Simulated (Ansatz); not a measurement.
Input:

SiO2:
```
SiO2
1.0
    4.94785     0.00000     0.00000
   -2.47392     4.28496     0.00000
    0.00000     0.00000     5.44071
Si O
3 6
Cartesian
  2.32705   0.00000   4.53392
 -1.16352   2.01528   0.90678
  1.31040   2.26968   2.72035
  1.38056   1.14412   3.88754
  3.26673   0.62354   0.26041
  2.77448   2.51730   2.07398
 -1.09336   3.14084   5.18030
  0.30056   1.76767   1.55316
  0.79280   3.66142   3.36673
```

This is the PBEsol-relaxed structure.

Question: All from PBEsol in the plane-wave PAW code Ansatz, unless another level is named. Estimate the HSE06 gap on the PBEsol cell.

Answer: 7.68 eV.

Question: Next, the band gap?

Answer: 5.72 eV (indirect).

Question: Give the smallest direct gap on the standard path.

Answer: 6.01 eV.

Question: What about the electron effective mass?

Answer: 0.50 mₑ (isotropic).

Question: What about the conduction-band minimum?

Answer: at Γ.

Space group P3_121. The PBEsol relaxation kept the symmetry of its start.

Potentials: the later of the program's two PAW sets.
